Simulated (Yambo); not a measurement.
A G0W0@PBEsol run in Yambo for K2S3 (space group Cmc2_1, No. 36) (2×2×2 Γ-centred k mesh, 283 bands and a 6 Ry block in the screening, 283 bands in G with the Bruneval-Gonze terminator, plasmon pole fitted at 27.2 eV) gives these matrix elements, in eV, at the band edges ((0, -0.5, 0) → (-0.5, -0.5, 0)):

| state | E0 | <Vxc> | <Σx> | <Σc(E0)> | Z |
|---|---|---|---|---|---|
| valence edge | 0.000 | -12.322 | -15.334 | 1.729 | 0.790 |
| conduction edge | 1.231 | -11.030 | -6.965 | -3.198 | 0.805 |

Question: Solve the linearised quasiparticle equation for both states, give the gap, and say how exchange and correlation each act on it.

Answer: E = E0 + Z(Σx + Σc − Vxc). Valence: 0.000 + 0.790 × (-15.334 + (1.729) − (-12.322)) = -1.01 eV. Conduction: 1.231 + 0.805 × (-6.965 + (-3.198) − (-11.030)) = 1.93 eV. The gap is 2.94 eV, against 1.23 eV in PBEsol. Replacing Vxc by bare exchange alone would open it by 7.08 eV; correlation takes back 4.93 eV of that, and Z scales what is left. Nearest settings tried, and what they do to the gap: 110 bands in W, 110 bands in G: +40 meV; 134 bands in W: +19 meV; 5 Ry block (349 vectors against 465): -48 meV. Not varied: mesh. So the settings aren't converged at that level. The k mesh is coarse. 

Geometry of the Materials Project entry, not relaxed at this level; primitive cell a = 6.222 Å, b = 6.222 Å, c = 7.415 Å, α = 90.00°, β = 90.00°, γ = 108.39°.
